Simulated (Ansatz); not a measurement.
**Collinear states of CuO₂**

Theory: DFT PBEsol+U, scalar-relativistic, plane waves, PAW in Ansatz.

```
Cu O
1.0
     0.00000    2.38448    2.38448
     2.38448    0.00000    2.38448
     2.38448    2.38448    0.00000
Cu O
1 2
Direct
  0.00000 0.00000 0.00000
  0.25000 0.25000 0.25000
  0.75000 0.75000 0.75000
```

```json
{
 "plane-wave cutoff": "420 eV",
 "Γ-centred k-mesh": "16×16×16",
 "occupation rule": "Gaussian smearing, 0.05 eV",
 "U_eff on Löwdin-orthogonalised atomic d orbitals": "Cu 4 eV",
 "list of starting moments (μB, in atom order)": "1 0 0",
 "check for lower electronic states after the SCF": "on"
}
```

All runs keep this geometry, which isn't relaxed for the lowest state (largest force there 0.000 eV/Å, pressure 3.4 GPa; forces reach 0.10 eV/Å in another state) and needn't be a stable compound; relaxing each order can shift differences of a few meV. A propagation vector, in units of the reciprocal vectors, doubles the cell, which takes an equally dense mesh. Site moments are spin moments in atom-centred spheres that scale with the neighbour distance. The states are those that the runs reached from these starts; a lower one can exist.

Starts tried: no spin; ferromagnetic; antiferromagnetic, doubled cell, propagation vector (0, 0, 1/2). Which state comes out lowest, and what are the moments?

The lowest state is ferromagnetic, reached from the start “ferromagnetic”, with site moments (μB) Cu +0.63, O +0.72 (×2).

```csv
start,ends,energy above lowest (meV/atom),site moments (μB),gap on mesh (eV),P (GPa)
no spin,non-magnetic,116,none over 0.05,metal,1.7
ferromagnetic,ferromagnetic,0.00,"Cu +0.63, O +0.72 (×2)",metal,3.4
"antiferromagnetic, doubled cell, propagation vector (0, 0, 1/2)",antiferromagnetic,66.1,"Cu +0.47, O +0.49 (×2), O -0.49 (×2), Cu -0.47",metal,3.3
```

Cost: 3 runs of about 1.5 core-minutes in all, on Intel Xeon Platinum 8488C (Sapphire Rapids) (shared hosts).